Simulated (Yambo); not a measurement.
Yambo input for Li2O (anti-fluorite, space group Fm-3m, No. 225) under isotropic strain of +2 % on all lattice vectors (a = b = c = 3.301 Å, α = β = γ = 60.00°), on norm-conserving PBEsol (Quantum ESPRESSO, 84 Ry, scalar-relativistic) wavefunctions on a 18×18×18 mesh:

```
optics
chi
dipoles
kernel
FFTGvecs= 40 Ry
Chimod= "HARTREE"
NGsBlkXd= 4 Ry
% QpntsRXd
 1 | 1 |
%
% BndsRnXd
 3 | 19 |
%
GrFnTpXd= "R"
% EnRngeXd
 0.0 | 20.0 | eV
%
% DmRngeXd
 0.2 | 0.2 | eV
%
CGrdSpXd= 50
ETStpsXd= 161
% LongDrXd
 1.0 | 0.0 | 0.0 |
%
% XfnQP_E
 2.643 | 1.0 | 1.0 |
%
```

First lines of the file o-*.eps_q1_inv_rpa_dyson:

```
Absorption @ Q(1):   1.00000000     0.00000000     0.00000000    [q->0 direction]
#
# [ X ] Hartree size     :  27
# [GEN] GF Energies     : Perdew, Burke & Ernzerhof SOL(X)+Perdew, Burke & Ernzerhof SOL(C)+ user defined corrections @E
# [GEN] Green`s Function     : Retarded
#
# [GEN] Gauge     : Length
# [GEN] [r,Vnl] included     : yes
#
#    E[1] [eV]     Im(eps)     Re(eps)     Im(eps_o)     Re(eps_o)
#
     0.000000     -0.250713E-7     2.418543     0.22899E-17     2.559117
     0.125000     0.491876E-3     2.418696     0.555870E-3     2.559290
     0.250000     0.984616E-3     2.419157     0.001113     2.559811
     0.375000     0.001479     2.419926     0.001671     2.560679
     0.500000     0.001976     2.421004     0.002233     2.561897
     0.625000     0.002476     2.422393     0.002799     2.563467
     0.750000     0.002981     2.424095     0.003369     2.565391
     0.875000     0.003491     2.426115     0.003945     2.567673
     1.000000     0.004007     2.428454     0.004528     2.570317
     1.125000     0.004530     2.431117     0.005120     2.573327
     1.250000     0.005061     2.434109     0.005720     2.576709
     1.375000     0.005601     2.437435     0.006331     2.580468
     1.500000     0.006151     2.441101     0.006954     2.584613
     1.625000     0.006713     2.445114     0.007589     2.589149
     1.750000     0.007287     2.449482     0.008239     2.594087
     1.875000     0.007875     2.454212     0.008904     2.599434
     2.000000     0.008478     2.459313     0.009587     2.605202
     2.125000     0.009098     2.464796     0.010289     2.611402
     2.250000     0.009736     2.470670     0.011011     2.618045
     2.375000     0.010394     2.476949     0.011756     2.625146
     2.500000     0.011074     2.483644     0.012526     2.632719
     2.625000     0.011777     2.490771     0.013322     2.640781
     2.750000     0.012505     2.498343     0.014148     2.649347
     2.875000     0.013262     2.506378     0.015006     2.658438
     3.000000     0.014048     2.514894     0.015898     2.668075
     3.125000     0.014868     2.523910     0.016828     2.678278
     3.250000     0.015724     2.533448     0.017799     2.689074
     3.375000     0.016620     2.543532     0.018815     2.700489
     3.500000     0.017558     2.554186     0.019880     2.712551
     3.625000     0.018543     2.565439     0.020999     2.725293
     3.750000     0.019580     2.577321     0.022176     2.738749
     3.875000     0.020672     2.589865     0.023418     2.752958
     4.000000     0.021827     2.603108     0.024730     2.767961
```
(The file goes on to the top of the energy range.) Convergence of the RPA response with its 18×18×18 mesh was not tested. The scissor comes from a G0W0 run whose convergence isn't established.

Geometry strained from the cell relaxed with PBEsol, atoms relaxed again.
